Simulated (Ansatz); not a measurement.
CdS:
```cif
data_CdS
_chemical_formula_sum 'S1 Cd1'
_space_group_name_H-M_alt 'P 1'
_space_group_IT_number 1
_cell_length_a 3.85618
_cell_length_b 3.85618
_cell_length_c 3.85618
_cell_angle_alpha 60.000
_cell_angle_beta 60.000
_cell_angle_gamma 60.000
loop_
_space_group_symop_operation_xyz
  'x, y, z'
loop_
_atom_site_label
_atom_site_type_symbol
_atom_site_fract_x
_atom_site_fract_y
_atom_site_fract_z
_atom_site_occupancy
S1 S 0.00000 0.00000 0.00000 1
Cd1 Cd 0.50000 0.50000 0.50000 1
```

This is the r²SCAN-relaxed structure.

### Question
All from r²SCAN (plane waves, PAW; program Ansatz), unless another level is named. Give the smallest direct gap on the standard path.

### Answer
2.39 eV.

### Question
What about the electron effective mass?

### Answer
0.19, 0.19, 0.40 mₑ (principal values).

### Question
What about the conduction-band minimum?

### Answer
at X (3 equivalent valleys).

### Question
Next, the weight of the valence-edge state by species (Voronoi cells)?

### Answer
S 85 %, Cd 15 %.

### Question
Give the weight of the conduction-edge state by species (Voronoi cells).

### Answer
Cd 73 %, S 27 %.

Space group Fm-3m (rock salt). This is a known high-pressure phase of the composition, computed here at zero pressure and temperature. Symmetry was held in the r²SCAN relaxation; whether a distortion lowers the energy is not shown. Spin–orbit coupling is left out wherever it is not named.

Potentials: the later of the program's two PAW sets.
